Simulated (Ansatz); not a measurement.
AgW:
```cif
data_AgW
_chemical_formula_sum 'Ag1 W1'
_space_group_name_H-M_alt 'Pm-3m'
_space_group_IT_number 221
_space_group_name_Hall '-P 4 2 3'
_cell_length_a 3.19376
_cell_length_b 3.19376
_cell_length_c 3.19376
_cell_angle_alpha 90.000
_cell_angle_beta 90.000
_cell_angle_gamma 90.000
loop_
_atom_site_label
_atom_site_type_symbol
_atom_site_symmetry_multiplicity
_atom_site_Wyckoff_symbol
_atom_site_fract_x
_atom_site_fract_y
_atom_site_fract_z
_atom_site_occupancy
Ag1 Ag 1 a 0.00000 0.00000 0.00000 1
W1 W 1 b 0.50000 0.50000 0.50000 1
```

Relaxed with r²SCAN.

Task: Tabulate the valence density and the electron localisation function along the shortest Ag–W contact (2.77 Å), r²SCAN in the plane-wave PAW code Ansatz.

Result: 

| distance from Ag (Å) | density (e/Å³) | ELF |
|---|---|---|
| 0.28 | 15.99 | 0.77 |
| 0.41 | 11.30 | 0.67 |
| 0.55 | 6.89 | 0.56 |
| 0.69 | 3.58 | 0.46 |
| 0.83 | 1.63 | 0.36 |
| 0.97 | 0.78 | 0.27 |
| 1.11 | 0.48 | 0.24 |
| 1.24 | 0.35 | 0.27 |
| 1.38 | 0.31 | 0.27 |
| 1.52 | 0.33 | 0.20 |
| 1.66 | 0.42 | 0.16 |
| 1.80 | 0.70 | 0.23 |
| 1.94 | 1.42 | 0.44 |
| 2.07 | 2.70 | 0.64 |
| 2.21 | 4.23 | 0.70 |
| 2.35 | 5.24 | 0.59 |
| 2.49 | 5.06 | 0.29 |

The density is the valence pseudo-density with augmentation charge, so density and ELF within about 1 Å of a nucleus are not all-electron values.

The start of the workflow was typed in or built on a structure type; neither database checked (COD, Materials Project) lists it. Whether it is the stable phase at ambient conditions was not checked. The cell was relaxed with r²SCAN under the symmetry of its start. At this level the phase is mechanically unstable. No spin polarisation was allowed. Its formation energy is positive at this level, so the cell may be metastable or incomplete. Spin–orbit coupling is left out wherever it is not named.

Potentials: the later of the program's two PAW sets.
